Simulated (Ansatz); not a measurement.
NiSb:
Space group P6₃/mmc (No. 194); a = b = 3.9049 Å, c = 10.6214 Å, α = β = 90.00°, γ = 120.00°

```
atom  site  symmetry       x       y       z
----  ----  --------  ------  ------  ------
Ni      4f       3m.  0.3333  0.6667  0.1288
Sb      2a      -3m.  0.0000  0.0000  0.0000
Sb      2d      -6m2  0.6667  0.3333  0.2500
```

Relaxed at zero pressure with plane-wave PAW r²SCAN (Ansatz code).

Task: The volume is raised by 9 % and shape and atoms relax at that volume. What pressure results, and how do the axes share the change?

Result: -7.3 GPa; a 0.9 %, b 0.9 %, c 7.1 %; the energy rises by 39 meV/atom.

Task: Give the new structure.

Result: 
Space group P6₃/mmc (No. 194); a = 3.939 Å, b = 3.939 Å, c = 11.377 Å, α = 90.00°, β = 90.00°, γ = 120.00°

```
atom  site  symmetry       x       y       z
----  ----  --------  ------  ------  ------
Ni      4f       3m.  0.3333  0.6667  0.1351
Sb      2a      -3m.  0.0000  0.0000  0.0000
Sb      2d      -6m2  0.6667  0.3333  0.2500
```

The phase is kept; no other phase was compared at this pressure.

Space group P6_3/mmc. A made-up cell: these elements were put on the sites of a structure type; the Crystallography Open Database files this formula in space group No. 194, but the cells were not matched. Whether it is the stable phase at ambient conditions was not checked. Symmetry was held in the r²SCAN relaxation; whether a distortion lowers the energy is not shown. The workflow began spin-polarised and lost its moments. Spin–orbit coupling is left out wherever it is not named.

Potentials: the later of the program's two PAW sets.
